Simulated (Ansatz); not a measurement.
AlGaN$_{2}$:
```
AlGaN2
1.0
    3.11925     0.00000     0.00000
   -1.55963     2.70135     0.00000
    0.00000     0.00000     5.05310
Al Ga N
1 1 2
Direct
  0.00000   0.00000   0.99948
  0.66667   0.33333   0.49717
  0.66667   0.33333   0.11287
  0.00000   0.00000   0.62686
```

x, y and z are the axes in which the lattice vectors are written.

**Question.** Give the high-frequency dielectric tensor and the Born effective charge tensors of the independent atoms from DFPT, LDA (plane waves, PAW; program Ansatz).

**Answer.** 
ε∞:
```
4.97  0.00  0.00
0.00  4.97  0.00
0.00  0.00  5.15
```
Z* of atom 1 (Al), rows: field, columns: displacement, in e:
```
2.51  0.00  0.00
0.00  2.51  0.00
0.00  0.00  2.83
```
Z* of atom 2 (Ga), rows: field, columns: displacement, in e:
```
2.59  0.00  0.00
0.00  2.59  0.00
0.00  0.00  2.56
```
Z* of atom 3 (N), rows: field, columns: displacement, in e:
```
-2.47   0.00   0.00
 0.00  -2.47   0.00
 0.00   0.00  -2.72
```
Z* of atom 4 (N), rows: field, columns: displacement, in e:
```
-2.64   0.00   0.00
 0.00  -2.64   0.00
 0.00   0.00  -2.67
```

Space group P3m1. The workflow started from a Materials Project entry (that database holds measured and hypothetical structures alike); the Crystallography Open Database copy checked does not list it. With Al and Ga taken as one species the cell has the higher symmetry P6_3mc, so it may be an ordered model of a mixed-site phase. Its standing as an ambient phase is unchecked. Symmetry was held in the LDA relaxation; whether a distortion lowers the energy is not shown. Spin–orbit coupling is left out wherever it is not named.

Potentials: the later of the program's two PAW sets.
